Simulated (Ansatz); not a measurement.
B₆P:
```cif
data_B36P6
_chemical_formula_sum 'B36 P6'
_space_group_name_H-M_alt 'R-3m :H'
_space_group_IT_number 166
_space_group_name_Hall '-R 3 2"'
_cell_length_a 5.97926
_cell_length_b 5.97926
_cell_length_c 11.82858
_cell_angle_alpha 90.000
_cell_angle_beta 90.000
_cell_angle_gamma 120.000
loop_
_atom_site_label
_atom_site_type_symbol
_atom_site_symmetry_multiplicity
_atom_site_Wyckoff_symbol
_atom_site_fract_x
_atom_site_fract_y
_atom_site_fract_z
_atom_site_occupancy
B1 B 18 h 0.15546 0.31092 0.02844 1
B2 B 18 h 0.20920 0.10460 0.11737 1
P1 P 6 c 0.00000 0.00000 0.40514 1
```
(The calculation used a cell of 14 atoms; values per cell refer to that cell.)

Relaxed with r²SCAN.

### Question
Which orbitals make up the states near the band edges in the program Ansatz at the r²SCAN level (PAW)?

### Answer
Top 1 eV of the valence band: B 2p 84 %, P 3p 10 %, B 2s 5 %. Bottom 1 eV of the conduction band: B 2p 48 %, P 3p 34 %, B 2s 6 %, P 3s 6 %, outside the projected shells 6 %. Projections are on Löwdin-orthogonalised atomic valence shells; empty p or d shells of many metals are not among them.

### Question
Tabulate the density of states.

### Answer
States/eV per cell of 14 atoms, in 0.25 eV bins, energy from the valence-band maximum.

```
E (eV)  total  B 2p  P 3p  B 2s
------  -----  ----  ----  ----
-7.85    4.40  2.80  0.41  1.09
-7.60    3.15  2.02  0.32  0.73
-7.35    3.11  2.01  0.34  0.68
-7.10    2.82  1.79  0.35  0.62
-6.85    3.76  2.34  0.52  0.81
-6.60    3.74  2.25  0.59  0.80
-6.35    3.05  1.89  0.46  0.61
-6.10    6.01  3.59  0.99  1.25
-5.85    3.21  2.03  0.44  0.62
-5.60    4.32  2.86  0.50  0.75
-5.35    2.12  1.37  0.27  0.38
-5.10    1.86  1.21  0.29  0.30
-4.85    2.25  1.47  0.44  0.28
-4.60    4.29  2.76  1.02  0.46
-4.35    3.68  2.10  1.20  0.33
-4.10    3.73  1.96  1.38  0.33
-3.85    4.24  2.10  1.69  0.39
-3.60    3.26  1.60  1.31  0.30
-3.35    3.97  2.47  1.10  0.32
-3.10    4.27  3.13  0.69  0.37
-2.85    7.20  5.50  0.87  0.73
-2.60    5.09  4.06  0.63  0.32
-2.35    7.10  5.73  0.91  0.37
-2.10    7.60  6.10  1.06  0.35
-1.85    7.09  5.48  1.15  0.40
-1.60    5.90  4.50  1.07  0.27
-1.35    5.13  3.99  0.87  0.23
-1.10    6.41  5.23  0.78  0.34
-0.85    3.97  3.23  0.53  0.17
-0.60    3.80  3.14  0.45  0.18
-0.35    3.41  3.00  0.19  0.20
-0.10    1.07  0.99  0.02  0.06
0.15     0.00  0.00  0.00  0.00
0.40     0.00  0.00  0.00  0.00
0.65     0.00  0.00  0.00  0.00
0.90     0.00  0.00  0.00  0.00
1.15     0.00  0.00  0.00  0.00
1.40     0.00  0.00  0.00  0.00
1.65     0.00  0.00  0.00  0.00
1.90     0.00  0.00  0.00  0.00
2.15     0.00  0.00  0.00  0.00
2.40     0.00  0.00  0.00  0.00
2.65     0.00  0.00  0.00  0.00
2.90     0.37  0.16  0.13  0.03
3.15     1.17  0.50  0.46  0.07
3.40     1.63  0.70  0.62  0.10
3.65     2.64  1.52  0.67  0.14
3.90     3.60  2.22  0.77  0.22
4.15     3.04  1.86  0.57  0.26
4.40     2.10  1.29  0.29  0.22
4.65     4.06  2.49  0.38  0.51
4.90     5.14  3.34  0.44  0.63
5.15     3.65  2.04  0.54  0.54
5.40     4.57  2.44  0.79  0.65
5.65     3.52  1.83  0.56  0.56
5.90     4.99  2.22  0.73  0.96
6.15     5.50  2.38  0.78  1.03
6.40     4.15  1.95  0.57  0.66
6.65     4.21  2.04  0.60  0.62
6.90     5.09  2.70  0.64  0.69
7.15     5.25  2.84  0.67  0.70
7.40     3.68  1.88  0.49  0.55
```

The workflow started from a Materials Project entry (that database holds measured and hypothetical structures alike); the Crystallography Open Database copy checked does not list it. Whether it is the stable phase at ambient conditions was not checked. Symmetry was held in the r²SCAN relaxation; its stability against distortions is not shown here.

Potentials: the earlier of the program's two PAW sets.
